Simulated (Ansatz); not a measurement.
Relaxation of a relaxed TiB2 cell displaced along its unstable phonon at q = (½, ½, 0) of its primitive reciprocal cell (327i cm⁻¹), largest move 0.15 Å; 6 atoms in the cell, which starts as Cmcm (No. 63), oS12; a = b = c = 5.0965 Å, α = β = γ = 90.00°. Computed with PBE (plane waves to 420 eV, PAW, scalar-relativistic; Ansatz, an electronic-structure program). Γ-centred k-mesh 11×11×11 on the run's cell (coarser than for final values), Fermi–Dirac smearing 0.05 eV. This is the first round of the run. 

The optimiser's lines from the output (shortened; P is positive under compression):

```
relax step   1: F+E_penalty+E_count = -5619.41652553 eV  Δ(F+E_penalty+E_count) = +0.000e0 eV  max|allowed force component| = 1.540e0 eV/Å  Δτ_max = 0.0000 Å  P = -0.255 GPa  Ω = 66.191 Å³  (8 SCF iters, dr2 threshold 1.00e-7 eV, accepted)
relax step   2: F+E_penalty+E_count = -5620.30015990 eV  Δ(F+E_penalty+E_count) = -8.836e-1 eV  max|allowed force component| = 1.582e0 eV/Å  Δτ_max = 0.1371 Å  P = -0.678 GPa  Ω = 65.523 Å³  (6 SCF iters, dr2 threshold 6.00e-7 eV, accepted)
relax step   3: F+E_penalty+E_count = -5621.57439753 eV  Δ(F+E_penalty+E_count) = -1.274e0 eV  max|allowed force component| = 8.258e-1 eV/Å  Δτ_max = 0.1951 Å  P = +0.684 GPa  Ω = 65.057 Å³  (7 SCF iters, dr2 threshold 6.00e-7 eV, accepted)
relax step   4: F+E_penalty+E_count = -5621.24435533 eV  Δ(F+E_penalty+E_count) = +3.300e-1 eV  max|allowed force component| = 4.070e0 eV/Å  Δτ_max = 0.1361 Å  P = +4.829 GPa  Ω = 65.126 Å³  (6 SCF iters, dr2 threshold 6.00e-7 eV, rejected (line search))
relax step   5: F+E_penalty+E_count = -5621.68961446 eV  Δ(F+E_penalty+E_count) = -1.152e-1 eV  max|allowed force component| = 5.581e-1 eV/Å  Δτ_max = 0.0241 Å  P = -1.175 GPa  Ω = 65.325 Å³  (10 SCF iters, accepted)
relax step   6: F+E_penalty+E_count = -5621.80709566 eV  Δ(F+E_penalty+E_count) = -1.175e-1 eV  max|allowed force component| = 4.284e-1 eV/Å  Δτ_max = 0.0507 Å  P = -0.681 GPa  Ω = 64.699 Å³  (6 SCF iters, dr2 threshold 6.00e-7 eV, accepted)
relax step   7: F+E_penalty+E_count = -5621.98281054 eV  Δ(F+E_penalty+E_count) = -1.757e-1 eV  max|allowed force component| = 5.578e-1 eV/Å  Δτ_max = 0.0627 Å  P = -0.634 GPa  Ω = 63.504 Å³  (6 SCF iters, dr2 threshold 6.00e-7 eV, accepted)
relax step   8: F+E_penalty+E_count = -5622.35504630 eV  Δ(F+E_penalty+E_count) = -3.722e-1 eV  max|allowed force component| = 7.871e-1 eV/Å  Δτ_max = 0.0752 Å  P = -1.169 GPa  Ω = 61.887 Å³  (6 SCF iters, dr2 threshold 6.00e-7 eV, accepted)
relax step   9: F+E_penalty+E_count = -5622.98290690 eV  Δ(F+E_penalty+E_count) = -6.279e-1 eV  max|allowed force component| = 1.123e0 eV/Å  Δτ_max = 0.0706 Å  P = -2.224 GPa  Ω = 60.107 Å³  (6 SCF iters, dr2 threshold 6.00e-7 eV, accepted)
relax step  10: F+E_penalty+E_count = -5623.94580142 eV  Δ(F+E_penalty+E_count) = -9.629e-1 eV  max|allowed force component| = 1.730e0 eV/Å  Δτ_max = 0.0680 Å  P = -3.528 GPa  Ω = 58.096 Å³  (6 SCF iters, dr2 threshold 6.00e-7 eV, accepted)
relax step  11: F+E_penalty+E_count = -5625.28245319 eV  Δ(F+E_penalty+E_count) = -1.337e0 eV  max|allowed force component| = 2.599e0 eV/Å  Δτ_max = 0.0693 Å  P = -4.368 GPa  Ω = 55.828 Å³  (6 SCF iters, dr2 threshold 6.00e-7 eV, accepted)
relax step  12: F+E_penalty+E_count = -5626.83620027 eV  Δ(F+E_penalty+E_count) = -1.554e0 eV  max|allowed force component| = 3.133e0 eV/Å  Δτ_max = 0.0800 Å  P = -1.989 GPa  Ω = 53.261 Å³  (6 SCF iters, dr2 threshold 6.00e-7 eV, accepted)
relax step  13: F+E_penalty+E_count = -5628.41922544 eV  Δ(F+E_penalty+E_count) = -1.583e0 eV  max|allowed force component| = 2.720e0 eV/Å  Δτ_max = 0.1086 Å  P = +4.880 GPa  Ω = 50.420 Å³  (6 SCF iters, dr2 threshold 6.00e-7 eV, accepted)
relax step  14: F+E_penalty+E_count = -5629.13870589 eV  Δ(F+E_penalty+E_count) = -7.195e-1 eV  max|allowed force component| = 1.165e0 eV/Å  Δτ_max = 0.1330 Å  P = +2.079 GPa  Ω = 50.573 Å³  (6 SCF iters, dr2 threshold 6.00e-7 eV, accepted)
relax step  15: F+E_penalty+E_count = -5629.32067210 eV  Δ(F+E_penalty+E_count) = -1.820e-1 eV  max|allowed force component| = 5.014e-2 eV/Å  Δτ_max = 0.1184 Å  P = +0.463 GPa  Ω = 50.906 Å³  (6 SCF iters, dr2 threshold 6.00e-7 eV, accepted)
relax step  16: F+E_penalty+E_count = -5629.32116033 eV  Δ(F+E_penalty+E_count) = -4.882e-4 eV  max|allowed force component| = 7.595e-4 eV/Å  Δτ_max = 0.0046 Å  P = +0.039 GPa  Ω = 50.986 Å³  (6 SCF iters, dr2 threshold 6.00e-7 eV, accepted)
relax step  17: F+E_penalty+E_count = -5629.32116291 eV  Δ(F+E_penalty+E_count) = -2.574e-6 eV  max|allowed force component| = 8.167e-4 eV/Å  Δτ_max = 0.0000 Å  P = -0.000 GPa  Ω = 50.993 Å³  (6 SCF iters, dr2 threshold 6.93e-8 eV, accepted)
relax step  18: F+E_penalty+E_count = -5629.39111997 eV  Δ(F+E_penalty+E_count) = -6.996e-2 eV  max|allowed force component| = 2.057e-3 eV/Å  Δτ_max = 0.0000 Å  P = +1.351 GPa  Ω = 50.993 Å³  stress off target by 3.75e0 GPa  SCF on the basis re-selected at this cell (its energy is not comparable with the rows above)  (7 SCF iters)
relax step  19: F+E_penalty+E_count = -5629.39588274 eV  Δ(F+E_penalty+E_count) = -4.763e-3 eV  max|allowed force component| = 3.791e-4 eV/Å  Δτ_max = 0.0002 Å  P = +0.071 GPa  Ω = 51.307 Å³  (6 SCF iters, dr2 threshold 6.00e-7 eV, accepted)
relax step  20: F+E_penalty+E_count = -5629.39589711 eV  Δ(F+E_penalty+E_count) = -1.437e-5 eV  max|allowed force component| = 1.783e-5 eV/Å  Δτ_max = 0.0000 Å  P = -0.001 GPa  Ω = 51.328 Å³  (6 SCF iters, dr2 threshold 2.03e-7 eV, accepted)
relax step  21: F+E_penalty+E_count = -5629.39624263 eV  Δ(F+E_penalty+E_count) = -3.455e-4 eV  max|allowed force component| = 2.281e-5 eV/Å  Δτ_max = 0.0000 Å  P = +0.002 GPa  Ω = 51.328 Å³  stress off target by 1.34e-2 GPa  SCF on the basis re-selected at this cell (its energy is not comparable with the rows above)  (8 SCF iters)
```

From the first to the last row the energy changes by -1.66 eV/atom and the volume by -22.5 %. The last row is marked as not comparable with the walk above it, whose basis was carried along; it does compare with step 1, since both stand on a basis selected at the nominal cutoff for their own cell.

Energy and pressure jump between steps 17 and 18 at one geometry, where the plane-wave basis was selected anew. While the cell walks, the set of plane waves is carried along, so its effective cutoff drifts with the strain; re-selecting it at 420 eV moved the energy by -0.012 eV/atom and the pressure by 1.4 GPa. Only step 1 and rows on a re-selected basis compare with each other.

Step 4 was rejected by the optimiser.

Later rounds, restarted from the end of this one on a renewed k-mesh, logged 7 more steps and released under 0.01 eV/atom more. The final structure after all rounds: P6/mmm (No. 191), hP3, AFLOW prototype AB2_hP3_191_a_d (C32, as in AlB2); a = b = 3.032 Å, c = 3.224 Å, α = β = 90.00°, γ = 120.00°. Between re-selections the logged energies stand on a plane-wave basis carried along with the cell. No spin polarisation in the result.

The run could not lose the symmetry of its start.

Of the parent cell (Fm-3m (No. 225)): it is a generated cell of TiB2: the first start was made by placing the elements on the sites of a structure type, and the end was not matched to a known phase here, so it may be hypothetical. Known forms of TiB2 include space group No. 191.

The first start was generated by placing the elements on the sites of a structure type. A measured structure of TiB2 has the same space group, P6/mmm (No. 191); the sites were not compared with it.
